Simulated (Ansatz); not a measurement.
Si$_{2}$W (MoSi2 or CaC2 type, space group No. 139) at seven volumes, DFT-r²SCAN in the program Ansatz with PAW potentials, shape and atoms relaxed at each. One row is withheld.

```
V (Å³/atom)  P (GPa)
-----------  -------
12.207         26.94
12.609         16.48
13.011          7.58
13.414          0.00
13.816         -6.44
14.219        -11.91
14.621             ?
```

**Question.** Fit the shown pressures and predict the withheld one.

**Answer.** P = (3/2)B₀(x^(7/2) − x^(5/2))[1 + (3/4)(B′ − 4)(x − 1)] with x = (V₀/V)^(2/3). Least squares on the six rows gives V₀ = 13.414 Å³/atom, B₀ = 232 GPa, B′ = 4.38. At V = 14.621, x = 0.9442 and P = -16.56 GPa. The run itself gave -16.55 GPa.

Space group I4/mmm (MoSi2 or CaC2 type). The cell was relaxed with r²SCAN under the symmetry of its start; of distortions, only those at the zone centre were tested. The run is not spin-polarised. Spin–orbit coupling is left out wherever it is not named.

Potentials: the later of the program's two PAW sets.
